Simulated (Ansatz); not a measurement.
SnSe (zinc blende, F-43m) under volume change, PBE in the plane-wave PAW code Ansatz, scaled uniformly.

```tsv
V (Å³/atom)	E − E(relaxed) (meV/atom)	P (GPa)
35.457	34.6	3.37
36.626	?	?
37.795	?	?
38.964	0.0	0.00
40.133	3.2	-0.87
41.301	12.3	-1.61
42.470	26.5	-2.25
```

**Question.** What belongs in the gaps?

**Answer.** 
- 36.626, E − E(relaxed) (meV/atom): 14.7
- 36.626, P (GPa): 2.10
- 37.795, E − E(relaxed) (meV/atom): 3.5
- 37.795, P (GPa): 0.98

**Question.** What does a third-order Birch–Murnaghan fit give for V₀, B₀ and B′?

**Answer.** V₀ = 38.96 Å³/atom, B₀ = 30.4 GPa, B′ = 3.4.

A made-up cell: these elements were put on the sites of a structure type; neither database checked (COD, Materials Project) lists it. It is not the phase usual at ambient conditions (space group No. 62). Symmetry was held in the PBE relaxation; whether a distortion lowers the energy is not shown. Scalar-relativistic: spin–orbit coupling is off unless named, which matters more the heavier the elements.

Potentials: the later of the program's two PAW sets.
